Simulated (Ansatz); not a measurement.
KF (rock salt)

```
KF
1.0
    0.00000     2.71039     2.71039
    2.71039     0.00000     2.71039
    2.71039     2.71039     0.00000
F K
1 1
Direct
  0.00000   0.00000   0.00000
  0.50000   0.50000   0.50000
```

Equation-of-state scan: isotropic scaling of the cell above, V₀ being its volume. Symmetry pins the atoms to their sites.

All values below come from PBE (plane waves to 420 eV, PAW, scalar-relativistic; Ansatz, an electronic-structure program). k mesh 11×11×11 (Γ-centred), Fermi-Dirac smearing 0.05 eV. Stress and pressure are positive under compression. KF was relaxed with its symmetry unable to fall.

At one point of the scan the stress tensor (GPa) is:

```
  -1.85     0.00     0.00
   0.00    -1.85     0.00
   0.00     0.00    -1.85
```

Q: Which point is it?
A. V/V₀ = 1.120
B. V/V₀ = 1.080
C. V/V₀ = 1.160
D. V/V₀ = 1.040

A: B, V/V₀ = 1.080

(A scan under strain: stresses follow from slopes of the energy per volume, elastic moduli from its curvatures.)
